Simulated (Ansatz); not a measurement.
# Mn₃Si (Fm-3m): the volume from the results

The reference geometry is a structure as deposited in COD; nothing is relaxed.

Settings: LDA, 10×10×10 k mesh, Fermi–Dirac smearing of 0.05 eV. PAW means Ansatz 0.2.0 on its default frozen-core files. Site moments are integrated in spheres about the atoms.

The input and its command:

```yaml
crystal:
  lattice:
    - [0.0, 2.861, 2.861]
    - [2.861, 0.0, 2.861]
    - [2.861, 2.861, 0.0]
  atoms:
    - { symbol: Mn, position: [0.5, 0.5, 0.5], spin: 4.0 }
    - { symbol: Mn, position: [0.25, 0.25, 0.25], spin: 4.0 }
    - { symbol: Mn, position: [0.75, 0.75, 0.75], spin: 4.0 }
    - { symbol: Si, position: [0.0, 0.0, 0.0] }
magnetization:
  spin_polarized: true
kpoints:
  mp_grid: { grid: [10, 10, 10] }
scf:
  occupations: { method: fermi_dirac, width: 0.05 }
hamiltonian:
  xc: lda
  pseudopotentials: { kind: paw }
output:
  forces: true
  stress: true
  eigenvalues: true
  populations: true
```

Command: `ansatz run input.yaml --threads 2 --pin off --max-ram 6144MiB --backend cpu --events-out ev --progress --plain --runs-dir out`

The cell is scaled evenly, and every run starts from the same moments. Some of the runs:

```tsv
V/V₀	cell moment (μB)	largest site moment (μB)	F − F(V₀) (meV/atom)	pressure (GPa)
0.66	0.00	0.00	856	154.2
0.96	1.12	2.14	-60	-17.2
1	1.05	2.37	0	-23.4
```

Q: Another run of the series gave cell moment (μB) = 1.01, largest site moment (μB) = 2.78, F − F(V₀) (meV/atom) = 212, pressure (GPa) = -33.6. At which V/V₀ was it made?
A. 1.1
B. 0.92
C. 1.04
D. 0.8
E. 0.74
F. 0.86

A: A. V/V₀ = 1.1.

Q: Another run of the series gave cell moment (μB) = 1.00, largest site moment (μB) = 0.82, F − F(V₀) (meV/atom) = 214, pressure (GPa) = 72.9. At which V/V₀ was it made?
A. 1.1
B. 0.86
C. 0.92
D. 0.74
E. 0.8
F. 1.04

A: D. V/V₀ = 0.74.

The whole series:

| V/V₀ | cell moment (μB) | largest site moment (μB) | F − F(V₀) (meV/atom) | pressure (GPa) |
| --- | --- | --- | --- | --- |
| 0.66 | 0.00 | 0.00 | 856 | 154.2 |
| 0.74 | 1.00 | 0.82 | 214 | 72.9 |
| 0.8 | 1.28 | 1.14 | -15 | 34.3 |
| 0.86 | 1.42 | 1.46 | -104 | 8.0 |
| 0.92 | 1.25 | 1.89 | -98 | -9.1 |
| 0.96 | 1.12 | 2.14 | -60 | -17.2 |
| 1 | 1.05 | 2.37 | 0 | -23.4 |
| 1.04 | 1.02 | 2.56 | 76 | -28.2 |
| 1.1 | 1.01 | 2.78 | 212 | -33.6 |

The PAW files were made with PBE; the program remakes their cores once for the run's functional and then keeps them frozen. Under strong compression frozen cores are worth checking against an all-electron run. These are results for the start and cell typed. The real compound can order otherwise, in a larger cell, or not at all, since semilocal functionals at zero temperature often overstate magnetism.
